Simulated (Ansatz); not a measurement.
GePd:
```yaml
crystal:
  lattice:
    - [3.14042, 0.00000, 0.00000]
    - [0.00000, 3.14042, 0.00000]
    - [0.00000, 0.00000, 3.14042]
  atoms:
    - { symbol: Pd, position: [0.00000, 0.00000, 0.00000] }
    - { symbol: Ge, position: [0.50000, 0.50000, 0.50000] }
```

Relaxed with r²SCAN. Special points in fractions of this cell's reciprocal vectors: Γ (0.000, 0.000, 0.000); X (0.000, 0.500, 0.000); M (0.500, 0.500, 0.000); R (0.500, 0.500, 0.500).

Q: List the band energies nearest the Fermi level at these points for r²SCAN in the plane-wave PAW code Ansatz.

A: In eV from the Fermi level; about four levels below and three above (degenerate sets whole), none deeper than 8.9 eV; … stands for higher levels left out; points with the same levels are listed once.

```
k                                below           above
-  -----------------------------------  --------------
Γ        -4.70 -4.70 -2.63 -2.63 -2.63  2.30 2.30 2.30
X              -3.93 -3.93 -2.56 -1.36  6.72 6.72 8.32
M              -3.32 -3.32 -1.88 -0.45     2.47 5.72 …
R  -6.28 -6.28 -6.28 -5.23 -1.83 -1.83  3.26 3.26 3.26
```

Space group Pm-3m (CsCl type). The cell is a constructed one: a structure type filled with these elements; neither database checked (COD, Materials Project) lists it. COD files the formula under space group No. 62, so this cell is another polymorph or a model. Whether it is the stable phase at ambient conditions was not checked. Symmetry was held in the r²SCAN relaxation; whether a distortion lowers the energy is not shown. The run is not spin-polarised. Scalar-relativistic: spin–orbit coupling is off unless named, which matters more the heavier the elements.

Potentials: the later of the program's two PAW sets.
